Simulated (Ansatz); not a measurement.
The elements of this relaxed trial crystal are hidden behind letters.

```
lattice vectors (Å)
   3.5133    0.0000    0.0000
   0.0000    3.5133    0.0000
   0.0000    0.0000    5.8810
fractional positions
X 0.5000 0.5000 0.0000
Z 0.0000 0.5000 0.5000
Z 0.5000 0.0000 0.5000
```

Theory: DFT PBE, scalar-relativistic, plane waves, PAW in Ansatz. The final run on the 3-atom cell used 420 eV, a Γ-centred 14×14×8 mesh, 0.10 eV smearing and no spin polarisation.

| Quantity | Value |
| --- | --- |
| Space group | P4/mmm (No. 123) |
| Conventional cell | a = 3.513 Å, c = 5.881 Å |
| Volume per atom | 24.20 Å³ |
| Density | 3.37 g/cm³ |
| Energy over the elements | −0.02 eV/atom |
| Gap on the 14×14×8 mesh of the 3-atom cell | 0 eV (a metal) |

Energies are uncorrected and count from the elements' standard states at the same level.

**Question.** X is an s-block element of period 5 and Z is a p-block element of period 3. Which elements are they?

**Answer.** X = Rb, Z = P, so the formula is RbP2. Density times volume gives a mean mass of 3.37 × 24.20/1.6605 = 49.1 u per atom, and this set has 49.1 u. Among the elements that the hints allow, noble gases aside, only these give it. Rb has 8 P at 3.43 Å and 4 Rb at 3.51 Å; P has 4 P at 2.48 Å and 4 Rb at 3.43 Å.

An odd number of electrons in the primitive cell allows no gap without spin; a larger cell or a magnetic state could open one. The cell is a metal run without spin; a magnetic state may lie lower. A structure relaxed within its symmetry needn't be a true minimum.
